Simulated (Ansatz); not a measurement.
BePd (CsCl type, space group No. 221), plane-wave PAW PBEsol (Ansatz code), all energies at zero smearing, with the estimated change up to a 700 eV cutoff added, with one set of potentials and settings (totals compare only within such a set). Cell of 2 atoms (1 Be, 1 Pd): -6998.247 eV.

| element | reference phase | E (eV/atom) |
|---|---|---|
| Be | P6_3/mmc, 2 atoms in the cell | -90.3483 |
| Pd | Fm-3m, 1 atoms in the cell | -6906.6520 |

Formation energy per atom, worked out: (-6998.247 − 1×(-90.3483) − 1×(-6906.6520))/2 = -0.623 eV/atom (-60 kJ per mol of atoms), at 0 K, without zero-point energy or fitted corrections.

Space group Pm-3m (CsCl type). The first step of the workflow began from a Materials Project structure, measured or hypothetical; the Crystallography Open Database files this formula in space group No. 221, but the cells were not matched. Whether it is the stable phase at ambient conditions was not checked. The PBEsol relaxation kept the symmetry of its start; of distortions, only those at the zone centre were tested. The run is not spin-polarised. The references are the lowest solids computed at this level, not always the standard phases.

Potentials: the later of the program's two PAW sets.
